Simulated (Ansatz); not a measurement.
Polymorphs of CsSnI3, each relaxed with plane-wave PAW r²SCAN (Ansatz code):

A: Pnma
a = 10.607 Å, b = 4.774 Å, c = 17.947 Å, α = β = γ = 90.00°

| atom | site | symmetry | x | y | z |
|---|---|---|---|---|---|
| Cs | 4c | .m. | 0.0842 | 0.2500 | 0.3305 |
| I | 4c | .m. | 0.4725 | 0.2500 | 0.3841 |
| I | 4c | .m. | 0.3329 | 0.2500 | 0.0011 |
| I | 4c | .m. | 0.2060 | 0.2500 | 0.7080 |
| Sn | 4c | .m. | 0.1575 | 0.7500 | 0.0619 |

B: P4/mbm
a = b = 8.6896 Å, c = 6.2861 Å, α = β = γ = 90.00°

| atom | site | symmetry | x | y | z |
|---|---|---|---|---|---|
| Cs | 2d | m.mm | 0.0000 | 0.5000 | 0.0000 |
| Sn | 2b | 4/m.. | 0.5000 | 0.5000 | 0.5000 |
| I | 4h | m.2m | 0.2002 | 0.2998 | 0.5000 |
| I | 2a | 4/m.. | 0.0000 | 0.0000 | 0.0000 |

**Question.** Put the candidates in order of energy per atom at 0 K, lowest first, for r²SCAN.

**Answer.** A (+0 meV/atom), B (+7 meV/atom)

**Question.** Give each one's gap.

**Answer.** A 2.36 eV; B 0.61 eV.

Not the usual ambient phase: B. All cells were relaxed under the symmetry of their starts (and spin orders); stability against distortions was not tested throughout. Spin–orbit coupling is left out wherever it is not named.

Energies hold the estimated change up to a 700 eV cutoff; steps of a few meV lie near the error of the meshes.

Potentials: the later of the program's two PAW sets.
